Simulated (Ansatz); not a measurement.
BAs (zinc blende)

```
CELL_PARAMETERS angstrom
      0.00000     2.40468     2.40468
      2.40468     0.00000     2.40468
      2.40468     2.40468     0.00000
ATOMIC_POSITIONS crystal
  As 0.75000 0.75000 0.75000
  B  0.00000 0.00000 0.00000
```

E(V) scan at fixed shape, V₀ the volume above. Symmetry pins the atoms to their sites.

Calculation: PBE (plane waves to 420 eV, PAW, scalar-relativistic; Ansatz, an electronic-structure program). k mesh 12×12×12 (Γ-centred), Fermi-Dirac smearing 0.05 eV. The energy includes the smearing's −TS. Compression counts positive. BAs was relaxed with its symmetry unable to fall. The PAW data are Ansatz's earlier set. The zero of ΔE is the relaxed starting cell.

```
V (Å³/atom)  ΔE (meV/atom)
-----------  -------------
11.680               195.6
12.125               117.6
12.570            withheld
13.015                26.1
13.460                 6.2
13.905                 0.0
14.350                 5.5
14.795                21.0
15.240                44.8
15.685                75.8
16.130               112.7
```

Problem. Fit a third-order Birch-Murnaghan form (E₀, V₀, B₀, B₀′ free) to the given rows and predict ΔE at V = 12.570.

Solution. Least squares on the 10 given rows: ΔE = E₀ + (9V₀B₀/16)·y²·[2 + (B₀′ − 4)y], y = (V₀/V)^(2/3) − 1, with V₀ = 13.905 Å³/atom, B₀ = 130.8 GPa (160.2 GPa = 1 eV/Å³; the term in eV is multiplied by 1000), B₀′ = 4.12, E₀ = 0.05 meV/atom; root-mean-square residual 0.06 meV/atom. At 12.570 the fit gives 62.2 meV/atom; the calculation gives 62.3 meV/atom, so the interpolation is off by -0.1 (-0.2 %). For the pressure the fit gives 16.3 GPa against the computed 16.3 GPa.

(A scan under strain: stresses follow from slopes of the energy per volume, elastic moduli from its curvatures.)
